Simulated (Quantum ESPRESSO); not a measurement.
# Planted mistakes on one cell of Hf3NbNO7

The results below are calculated, not measured. They come from pw.x of Quantum ESPRESSO 7.5, a plane-wave density functional program, with PseudoDojo standard norm-conserving files (v0.5 for PBE, v0.4.1 for LDA and PBEsol). The cells are made up: elements, strain and atom displacements were drawn at random, and nothing was relaxed. There is no spin polarisation, spin-orbit coupling or dispersion term.

The hafnium file is less sure than the others, with forces about 3 percent (worst 6) and pressure in oxides about 1.5 GPa (worst 2.7) from a second method in checks, which no rerun with the same files tests.

The cell has 12 sites of a rutile lattice (two cells along c). Sites 1 to 4 hold Hf Hf Hf Nb; sites 5 to 12 hold N O O O O O O O. Cell vectors in Å: (4.870, 0.015, 0.084); (0.015, 4.823, 0.009); (0.111, 0.012, 6.441). Settings: PBE, cutoff 1143 eV, 5 x 5 x 4 k mesh shifted by half a step, Fermi-Dirac smearing of 0.025 eV.

The intended run has a self-consistency threshold of 1e-07 eV, a smearing term of 0.000 eV, a pressure of 0.61 GPa and 17 iterations. Each further run changes one thing: all lengths scaled by 1.0050; atoms of sites 5 and 10 exchanged; cutoff 802 eV; files of LDA; k mesh 1 x 1 x 1; one electron added; smearing 0.61 eV; threshold 0.2 eV. A coarse mesh keeps the shift, and a charged cell sits in a uniform background.

| run | change of free energy (eV) | smearing term -TS (eV) | change of P (GPa) | largest change of a force component (eV/Å) | iterations |
| --- | --- | --- | --- | --- | --- |
| A | 0.228 | 0.000 | 0.25 | 6.379 | 17 |
| B | 1.213 | 0.000 | -8.97 | 0.015 | 17 |
| C | 0.014 | 0.000 | -3.20 | 0.145 | 17 |
| D | 0.019 | 0.000 | -1.43 | 0.088 | 7 |
| E | -0.752 | -2.472 | 2.36 | 1.102 | 16 |
| F | 0.912 | 0.000 | 2.07 | 0.516 | 18 |
| G | 12.114 | -0.020 | 18.53 | 1.442 | 16 |
| H | -0.079 | 0.000 | -13.27 | 0.366 | 17 |

A rerun of the intended cell at 1467 eV and k mesh 7 x 7 x 6 moved values by no more than 0.004 eV in the cell's energy, 0.04 GPa in stress and 0.003 eV/Å in force.

Question: which change belongs to which run?

## Worked reading

Run D has the fewest iterations, as a run stopped early does. Run E has the largest smearing term, as wide smearing gives. Run C changes the volume by a factor of 1.0151; minus its pressure change over the logarithm of that factor, 214 GPa, is a rough bulk modulus with clamped atoms. Energies from files of another functional, or of a charged cell, have another zero and say nothing on stability; the pressure of a charged cell rests on the program's zero of potential too.

## Key

| run | change |
| --- | --- |
| A | atoms of sites 5 and 10 exchanged |
| B | cutoff 802 eV |
| C | all lengths scaled by 1.0050 |
| D | threshold 0.2 eV |
| E | smearing 0.61 eV |
| F | k mesh 1 x 1 x 1 |
| G | one electron added |
| H | files of LDA |